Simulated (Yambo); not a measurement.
BN (space group Fmm2, No. 42), G0W0@LDA in Yambo with this input:

```
rim_cut
gw0
dyson
el_el_corr
HF_and_locXC
ppa
em1d
RandQpts= 1000000
RandGvec= 1 Ry
EXXRLvcs= 84 Ry
VXCRLvcs= 336 Ry
Chimod= "HARTREE"
% BndsRnXp
 1 | 71 |
%
NGsBlkXp= 14 Ry
% LongDrXp
 1.0 | 1.0 | 1.0 |
%
PPAPntXp= 27.2114 eV
% GbndRnge
 1 | 71 |
%
GTermKind= "BG"
DysSolver= "n"
ExtendOut
```

On a 6×6×6 mesh, with wavefunctions cut at 84 Ry, the gap ((-0.5, 0.333, -0.167) → (0, -0.5, -0.5)) is 5.496 eV and the valence edge shifts by -0.963 eV.

What happens with this change: wavefunctions cut at 10 Ry?

The gap falls by 0.459 eV, to 5.037 eV; the shift of the valence edge becomes -0.412 eV. Neither run is shown to be the converged limit. The mesh misses a band edge: along a dense path the LDA gap is 3.61 eV against 3.68 eV on the mesh.

Geometry of the Materials Project entry, not relaxed at this level; primitive cell a = 4.112 Å, b = 2.502 Å, c = 3.713 Å, α = 80.29°, β = 36.85°, γ = 62.86°.

This is not the ordinary phase of the substance; no match was found in the copy of COD used, and its stability was not checked.

A shift is the quasiparticle energy of the state minus its LDA energy.

The distance between layers or molecules is the database entry's, not relaxed here. Functionals without dispersion can leave it too large, which widens gaps and weakens the response across layers: the numbers belong to this cell.
